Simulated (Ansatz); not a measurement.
BP:
```xyz
2
Lattice="0.0000 2.1593 2.1593 2.1593 0.0000 2.1593 2.1593 2.1593 0.0000" Properties=species:S:1:pos:R:3 pbc="T T T"
P      0.0000     0.0000     0.0000
B      2.1593     2.1593     2.1593
```

Relaxed with PBE. Special points in fractions of this cell's reciprocal vectors: Γ (0.000, 0.000, 0.000); X (0.500, 0.000, 0.500); U (0.625, 0.250, 0.625); K (0.375, 0.375, 0.750); L (0.500, 0.500, 0.500); W (0.500, 0.250, 0.750).

### Question
List the band energies nearest the Fermi level at these points for PBE in the plane-wave PAW code Ansatz.

### Answer
In eV from the Fermi level; about four levels below and three above (degenerate sets whole), none deeper than 8.9 eV; points with the same levels are listed once.

| k | below | above |
|---|---|---|
| Γ | – | 0.03 0.03 0.03 |
| X | -4.22 -4.22 -2.78 | 2.63 12.06 12.06 |
| U | -8.17 -8.13 -3.31 -0.34 | 6.99 7.72 11.04 |
| L | – | 0.68 0.68 1.19 1.19 |
| W | -7.41 -7.31 -7.31 | 3.59 4.68 9.32 9.32 |

Space group Fm-3m (rock salt). The start of the workflow was typed in or built on a structure type; neither database checked (COD, Materials Project) lists it. It is not the phase usual at ambient conditions (space group No. 216). Symmetry was held in the PBE relaxation; whether a distortion lowers the energy is not shown. Its formation energy is positive at this level, so the cell may be metastable or incomplete.

Potentials: the later of the program's two PAW sets.
